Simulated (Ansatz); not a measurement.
**Li: strain and displacement**

```yaml
crystal:
  lattice:
    - [1.55050, 0.89518, 7.58830]
    - [-1.55050, 0.89518, 7.58830]
    - [0.00000, -1.79036, 7.58830]
  atoms:
    - { symbol: Li, position: [0.00000, 0.00000, 0.00000] }
    - { symbol: Li, position: [0.22200, 0.22200, 0.22200] }
    - { symbol: Li, position: [0.77800, 0.77800, 0.77800] }
```

Atoms are numbered in the order listed.

The conventional cell has a = 3.101 Å, b = 3.101 Å, c = 22.765 Å, α = 90.00°, β = 90.00°, γ = 120.00°. Li (atom 1) is surrounded by 12 Li at 3.10 Å. Li (atom 2) is surrounded by 12 Li at 3.09 to 3.10 Å.

Structure: COD 9017802, as refined from experiment and not relaxed.

The calculation used DFT, LDA, all-electron LAPW, scalar-relativistic (Ansatz 0.2.0).

Settings: a Γ-centred 12×12×12 k mesh, Fermi–Dirac smearing of 0.08 eV, basis error target 1 meV/atom, no spin polarisation.

The unchanged cell is at -1.31 GPa.

In a metal, stresses and small energies carry noise from the k mesh.

x, y and z are the Cartesian axes of the cell as listed; fractional coordinates follow a strain, and an engineering shear is twice the off-diagonal strain component.

Question: One change gave: energy change under 1 meV/atom; stress change (xx, yy, zz, yz, xz, xy) -0.02, 0.01, 0.01, -0.05, -0.06, -0.10 GPa, compression positive. Which change was it?
A. equal xy, yz and zx engineering shear strains of +1 %
B. equal xy, yz and zx engineering shear strains of -2 %
C. equal xy, yz and zx engineering shear strains of +2 %
D. equal xy, yz and zx engineering shear strains of -1 %

Answer: A. For equal xy, yz and zx engineering shear strains of -2 %: energy change under 1 meV/atom; stress change (xx, yy, zz, yz, xz, xy) 0.01, -0.03, 0.03, 0.09, 0.12, 0.19 GPa, compression positive. For equal xy, yz and zx engineering shear strains of -1 %: energy change under 1 meV/atom; stress change (xx, yy, zz, yz, xz, xy) 0.01, -0.01, 0.01, 0.05, 0.06, 0.10 GPa, compression positive. For equal xy, yz and zx engineering shear strains of +2 %: energy change under 1 meV/atom; stress change (xx, yy, zz, yz, xz, xy) -0.05, 0.03, 0.03, -0.09, -0.12, -0.20 GPa, compression positive.
